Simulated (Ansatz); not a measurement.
# Ti$_{2}$HgS in Ansatz, relaxation

Input:

```yaml
crystal:
  lattice:
    - [1.758007, 3.044955, 0.0]
    - [-1.758007, 3.044955, 0.0]
    - [0.0, 0.0, 12.267709]
  atoms:
    - { symbol: Ti, position: [0.33333, 0.33334, 0.099] }
    - { symbol: Ti, position: [0.66666, 0.66667, 0.599] }
    - { symbol: Ti, position: [0.33333, 0.33334, 0.401] }
    - { symbol: Ti, position: [0.66667, 0.66667, 0.901] }
    - { symbol: Hg, position: [0.0, 0.0, 0.0] }
    - { symbol: Hg, position: [0.0, 0.0, 0.5] }
    - { symbol: S, position: [0.66667, 0.66666, 0.25] }
    - { symbol: S, position: [0.33334, 0.33333, 0.75] }
  symmetry: { tolerance: 0.0003 }
kpoints:
  mp_grid: { grid: [11, 11, 3], shift: [0, 0, 0] }
magnetization:
  spin_polarized: false
scf:
  occupations: { method: fermi_dirac }
  lower_state_search: "off"
hamiltonian:
  pseudopotentials: { kind: paw }
  xc: pbe
basis:
  ecutwfc: 420
  fft_grid_basis: typed
relax:
  max_steps: 60
output:
  forces: true
  stress: true
  eigenvalues: true
  bader: true
  populations: true
  elf: true
  write_potential: true
  volumetric_format: npy
  dos:
    e_range: [-12, 8]
    de: 0.05
    projected: { site_lists: { Hg: [Hg], S: [S], Ti: [Ti] } }
checkpoint:
  read: saved_state
```

Launch command:

```bash
ansatz run input.yaml --threads 2 --pin off --max-ram 3584MiB --backend cpu --events-out ev --progress --plain --runs-dir out
```

Origin of the cell: a known structure type with other elements, at an estimated volume, so it need not be a known compound.

The smearing width isn't typed, so it takes its default of 0.1 eV.

The saved state is a converged single point of the same cell.

Steps:

| step | ΔF (meV/atom) | max force component (eV/Å) | SCF iterations | step was |
| --- | --- | --- | --- | --- |
| 1 | 0.0 | 7.087 | 6 | accepted |
| 2 | -540.7 | 4.295 | 7 | accepted |
| 3 | -867.2 | 2.411 | 7 | accepted |
| 4 | -981.5 | 0.418 | 7 | accepted |
| 5 | -983.6 | 0.021 | 6 | accepted |
| 6 | -983.6 | 0.005 | 6 | accepted |

Before:

Space group P6_3/mmc (No. 194); the run's cell has a = 3.516 Å, b = 3.516 Å, c = 12.268 Å, α = 90.00°, β = 90.00°, γ = 60.00°. Shortest distances: Hg–Ti 2.37 Å, S–Ti 2.75 Å, Ti–Ti 3.17 Å, S–S 3.52 Å, Hg–Hg 3.52 Å.

After:

Space group P6_3/mmc (No. 194); the run's cell has a = 3.516 Å, b = 3.516 Å, c = 12.268 Å, α = 90.00°, β = 90.00°, γ = 60.00°. Shortest distances: S–Ti 2.40 Å, Ti–Ti 2.58 Å, Hg–Ti 2.70 Å, S–S 3.52 Å, Hg–Hg 3.52 Å.

```xyz
8
Lattice="1.7580 3.0450 0.0000 -1.7580 3.0450 0.0000 0.0000 0.0000 12.2677" Properties=species:S:1:pos:R:3 pbc="T T T"
Ti    0.0000    2.0300    1.7782
Ti    0.0000    4.0599    7.9120
Ti    0.0000    2.0300    4.3557
Ti    0.0000    4.0599   10.4896
Hg    0.0000    0.0000    0.0000
Hg    0.0000    0.0000    6.1339
S     0.0000    4.0599    3.0669
S     0.0000    2.0300    9.2008
```

- Free energy lowered by: 983.6 meV/atom
- Final pressure: 14.45 GPa
- Relaxation steps listed: 6
- Gap on the mesh: none (metal)

Caveats: no moments, though an odd count or open d shells may carry them; no spin-orbit coupling, though heavy elements are present; the SCF threshold is looser than advised for a stress; the given cell is far from equilibrium, with atoms too close or a volume far off; the relaxation held the start's symmetry, so the end may be a saddle point.

It ran for 100 s on 2 threads of Arm Neoverse V1, on a shared host, peak memory 0.56 GiB, from a saved density.
